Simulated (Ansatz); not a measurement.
# Zn: energy along a strain

Zn, Fm-3m, a = 3.930 Å (as given, not relaxed at this level: -5.0 GPa). This isn't the element's structure at ambient conditions. Ansatz: PBEsol, PAW, 420 eV, Γ-centred 20×20×20 mesh on 1 atom, Gaussian smearing 0.15 eV; no spin polarisation. Cell vectors (Å): 0.000 1.965 1.965; 1.965 0.000 1.965; 1.965 1.965 0.000. The cell is strained by x per cent times the pattern (0 0 0 0 1 0) in the order xx yy zz yz xz xy (engineering shears), with fractional coordinates held. y is the free energy over the start, V0 = 15.169 Å³/atom. Symmetry makes y even in x.

```
x (%) y (meV/atom)
-4.00          0.38
-2.00          0.31
 0.00          0.00
 1.00             ?
 3.00          0.43
 3.50          0.43
```

Q: Fit y = c2 x² + c4 x⁴ to the other rows, get the stiffness along the pattern, and predict the missing energy.

A: Least squares on the rows shown. y = 0.08305 x² − 0.003764 x⁴. The clamped-ion stiffness p·C·p = 2 × 0.8305 eV × 160.2 / 15.169 Å³ = 17.5 GPa, which is C55 in these axes (C44 of the cubic crystal) (second derivative at the start, which stands under stress). With a term in x⁶ added, the coefficient of x² becomes 0.1061, 28 % more, which shows how far this figure hangs on the form. At x = 1.00 the fit asked for gives 0.08 meV/atom. The run gave 0.10 meV/atom, so the fit is 0.02 meV/atom too low, within the rms miss on the fitted rows (0.02 meV/atom): the form describes this series only roughly.